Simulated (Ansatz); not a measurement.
Is this Y3AlN4 structure a true minimum?

The cell was found from a structure generator's guess, not taken from experiment.

Computed with DFT PBE, scalar-relativistic, plane waves, PAW (Ansatz 0.2.0). Plane waves to 420 eV, a k mesh through Γ of 10×10×10 on the computed 8-atom cell and Gaussian smearing (0.02 eV); no spin polarisation.

The cell below (8 atoms, space group I4/mmm (No. 139)) is relaxed within its symmetry.

```cif
data_structure
_symmetry_space_group_name_H-M 'P 1'
_symmetry_Int_Tables_number 1
_cell_length_a 5.7665
_cell_length_b 5.7665
_cell_length_c 5.7665
_cell_angle_alpha 130.619
_cell_angle_beta 130.619
_cell_angle_gamma 72.418
_cell_volume 107.98
loop_
_atom_site_label
_atom_site_type_symbol
_atom_site_fract_x
_atom_site_fract_y
_atom_site_fract_z
_atom_site_occupancy
Y1 Y 0.75000 0.25000 0.50000 1
Y2 Y 0.25000 0.75000 0.50000 1
Y3 Y 0.50000 0.50000 0.00000 1
Al1 Al 0.00000 0.00000 0.00000 1
N1 N 0.50000 0.00000 0.50000 1
N2 N 0.00000 0.50000 0.50000 1
N3 N 0.22882 0.22882 0.00000 1
N4 N 0.77118 0.77118 0.00000 1
```

For the test it was strained at random (σ = 1.5 % a component), the atoms were moved at random (σ = 0.15 Å), and all was relaxed again on a coarse 4×4×4 mesh (in the run’s order of axes) with 0.10 eV smearing, with no symmetry imposed.

**Question.** Does it come back?

**Answer.** It doesn't return. The energy falls by 64 meV/atom on that mesh, the volume changes by 2.7 %, and the end has space group Fmm2 (No. 42) at a loose tolerance. Relaxed again on a 6×6×6 mesh with 0.02 eV smearing, the new structure lies 63 meV/atom below the first (mesh in the axes of the run's cell; the cell below is made exact in the group named). Space group Fmm2 (No. 42), orthorhombic, a = 6.959 Å, b = 9.130 Å, c = 6.984 Å. Around Y on a site of symmetry 2 lie 4 N at 2.31–2.39 Å, 2 N at 2.55 Å and 2 Al at 3.21 Å; Y on a site of symmetry mm2 is surrounded by 4 N at 2.37–2.44 Å, 2 N at 2.61 Å and 1 Al at 3.17 Å; around Al lie 2 N at 1.92 Å, 2 N at 2.17 Å, 2 N at 3.07 Å and 5 Y at 3.17–3.21 Å; around N on its first site lie 1 Al at 1.92 Å, 3 Y at 2.31–2.37 Å and 1 Y at 2.61 Å; 1 more site not described.

Space group Fmm2 (No. 42). a = 6.959 Å, b = 9.130 Å, c = 6.984 Å, α = 90.00°, β = 90.00°, γ = 90.00°
```json
{"atom": "Y", "site": "8b", "symmetry": "..2", "x": "0.2500", "y": "0.2500", "z": "0.2611"}
{"atom": "Y", "site": "4a", "symmetry": "mm2", "x": "0.5000", "y": "0.0000", "z": "0.0098"}
{"atom": "Al", "site": "4a", "symmetry": "mm2", "x": "0.5000", "y": "0.0000", "z": "0.5555"}
{"atom": "N", "site": "8d", "symmetry": ".m.", "x": "0.2263", "y": "0.0000", "z": "0.2116"}
{"atom": "N", "site": "8c", "symmetry": "m..", "x": "0.0000", "y": "0.2334", "z": "0.9946"}
```
